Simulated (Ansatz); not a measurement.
WC:
```
WC
1.0
    2.89863     0.00000     0.00000
   -1.44931     2.51029     0.00000
    0.00000     0.00000     2.82747
W C
1 1
Direct
  0.00000   0.00000   0.00000
  0.66667   0.33333   0.50000
```

Relaxed with PBEsol (plane waves, PAW; program Ansatz). Indices refer to the conventional cell of P-6m2, a = 2.8986 Å, b = 2.8986 Å, c = 2.8275 Å, α = 90.00°, β = 90.00°, γ = 120.00°.

Task: Simulate the powder diffraction pattern (Fe Kα, λ = 1.93735 Å; lines above 1 %) up to 2θ = 90°.

Result: Simulated powder pattern, Fe Kα, λ = 1.93735 Å (kinematic, ideal powder, no thermal factors, no anomalous dispersion; the 30 strongest lines at most, above 1 %, up to 2θ = 90°):

```json
[
 {"2θ (°)": "40.07", "d (Å)": "2.827", "I/Imax (%)": "43", "hkl": "(0001)"},
 {"2θ (°)": "45.40", "d (Å)": "2.510", "I/Imax (%)": "100", "hkl": "(1 0 -1 0)"},
 {"2θ (°)": "62.13", "d (Å)": "1.877", "I/Imax (%)": "93", "hkl": "(1 0 -1 1)"},
 {"2θ (°)": "83.88", "d (Å)": "1.449", "I/Imax (%)": "23", "hkl": "(1 1 -2 0)"},
 {"2θ (°)": "86.50", "d (Å)": "1.414", "I/Imax (%)": "7.2", "hkl": "(0002)"}
]
```

The PBEsol relaxation kept the symmetry of its start; of distortions, only those at the zone centre were tested. No spin polarisation was allowed. Spin–orbit coupling is left out wherever it is not named.

Potentials: the earlier of the program's two PAW sets.
